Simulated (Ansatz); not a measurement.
## Zn: how the axes shrink under pressure

Zn, P6_3/mmc, a = 2.595 Å, c = 4.991 Å. Ansatz: r2SCAN, PAW, 500 eV, Γ-centred 18×18×8 mesh on 2 atoms, Gaussian smearing 0.10 eV; no spin polarisation. Cell and atoms are relaxed at each pressure, and no other structure is tried, so the rows at high pressure may lie past a change of phase. y = 100 ln(c/c0) with c0 = 4.9907 Å, so nearly a change in per cent. The pressures are the targets, met within 0.04 GPa.

```tsv
P (GPa)	y	100 ln(a/a0)
-3.0	3.39	0.72
0.0	0.00	0.00
3.0	-3.81	-0.21
8.0	-6.83	-1.05
15.0	?	?
30.0	-17.95	-2.48
60.0	-21.86	-5.83
```

Problem. Fit y = c1 P + c2 P² to the other rows, give the linear compressibility along c, and predict the missing y.

Solution. Least squares on the rows shown. y = −0.87253 P + 0.0085071 P². The linear compressibility along c is −c1/100 = 8.73 per TPa, against 0.86 along a from the same fit to the last column (its missing entry is -0.10): the crystal is softer along c at low pressure. The runs next to zero pressure give 12.02 and 1.55, so a parabola over the whole range misstates the start. With a term in P³ added, the coefficient of P becomes -1.054, 21 % more, which shows how far this figure hangs on the form. At P = 15.0 the fit asked for gives -11.17. The run gave -14.99, so the fit is 3.82 too high, 15 % of the span of the series, against an rms of 0.72 on the fitted rows. With a term in P³ added, a fit to the same known rows predicts -11.96, which recovers part of the miss; the known rows don't hold the rest. Also, this row ran on the mesh 18×18×10, its neighbour on 18×18×8, which can shift it a little. The parabola turns at P = 51.3, between the two outer rows, which can neither show nor exclude a turn there.

The mesh isn't the same in all rows (18×18×8, 18×18×10).